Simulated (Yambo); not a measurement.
A BSE run in Yambo for BaNiF6 (space group R-3m, No. 166) (LDA bands; 4×4×4 mesh, 21 valence and 3 conduction bands, static screening with 75 bands and a 3 Ry block, scissor 3.00 eV, Tamm-Dancoff; field along x) gives:

```csv
state,energy (eV),states within 2 meV,relative strength,class
1,0.75,1,< 0.01,dark
2,0.83,2,< 0.01,dark
3,1.57,1,< 0.01,dark
4,1.58,2,0.03,dark
5,2.36,2,0.01,dark
```

Axes are Cartesian, with cell vectors (Å) (3.66, 2.11, 2.33), (-3.66, 2.11, 2.33), (0.00, -4.22, 2.33).

What changes when the window shrinks to 21 valence and 2 conduction bands?

The lowest state goes from 0.747 eV to 0.748 eV, and its distance below the direct gap from 3.492 eV to 3.491 eV. These are vertical excitations (zero momentum). The scissor comes from a G0W0 run whose convergence isn't established.

Geometry of the Materials Project entry, not relaxed at this level; primitive cell a = b = c = 4.821 Å, α = β = γ = 98.69°.

The structure is a Materials Project entry; no match was found in the copy of COD used, and its stability was not checked.

The runs are not spin-polarised; magnetic order was not tried.
